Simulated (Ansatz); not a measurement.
## Cd3Te2Se (I-4m2) at 2 levels of theory

One geometry, relaxed with PBE; plane waves with PAW potentials in Ansatz, scalar-relativistic. No spin polarisation. Gaps are the least over mesh and band path; pressure is positive in compression.

```
CELL_PARAMETERS angstrom
-2.29185 2.29185 9.69496
2.29185 -2.29185 9.69496
2.29185 2.29185 -9.69496
ATOMIC_POSITIONS crystal
Cd 0.82558 0.82558 0.00000
Cd 0.50000 0.50000 0.00000
Cd 0.17442 0.17442 0.00000
Te 0.41266 0.91266 0.50000
Te 0.08734 0.58734 0.50000
Se 0.75000 0.25000 0.50000
```

```
level  cutoff (eV)    k mesh  gap (eV)  pressure (GPa)
  PBE          420  12×12×12      0.46             0.0
```

Problem. What comes out on the same cell with PBEsol?

Solution.
```json
{"level": "PBEsol", "cutoff (eV)": "420", "k mesh": "12×12×12", "gap (eV)": "0.35", "pressure (GPa)": "-2.2"}
```

Spin-orbit coupling matters for the bands of heavy elements and is left out.

It was reached by relaxing an invented guess, and it needn't be the stable form of this composition.
